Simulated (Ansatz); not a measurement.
Here is the system:

Re:
```cif
data_Re4
_chemical_formula_sum 'Re4'
_space_group_name_H-M_alt 'P 1'
_space_group_IT_number 1
_cell_length_a 2.77563
_cell_length_b 2.77563
_cell_length_c 8.95659
_cell_angle_alpha 90.000
_cell_angle_beta 90.000
_cell_angle_gamma 120.000
loop_
_space_group_symop_operation_xyz
  'x, y, z'
loop_
_atom_site_label
_atom_site_type_symbol
_atom_site_fract_x
_atom_site_fract_y
_atom_site_fract_z
_atom_site_occupancy
Re1 Re 0.00000 0.00000 0.00000 1
Re2 Re 0.00000 0.00000 0.50000 1
Re3 Re 0.33333 0.66667 0.25000 1
Re4 Re 0.66667 0.33333 0.75000 1
```

This is the PBE-relaxed structure.

### Question
All from PBE in the plane-wave PAW code Ansatz, unless another level is named. Predict the density of states at the Fermi level.

### Answer
0.72 states/eV per atom (mean over ±0.08 eV).

### Question
Next, the gap with spin–orbit coupling?

### Answer
none (metallic).

Space group P6_3/mmc (dhcp (α-La type)). The cell is a constructed one: a structure type filled with these elements. Its sites differ from those of the usual phase in this space group: another stacking or structure type. Symmetry was held in the PBE relaxation; of distortions, only those at the zone centre were tested. No spin polarisation was allowed. Spin–orbit coupling is left out wherever it is not named.

Potentials: the later of the program's two PAW sets.
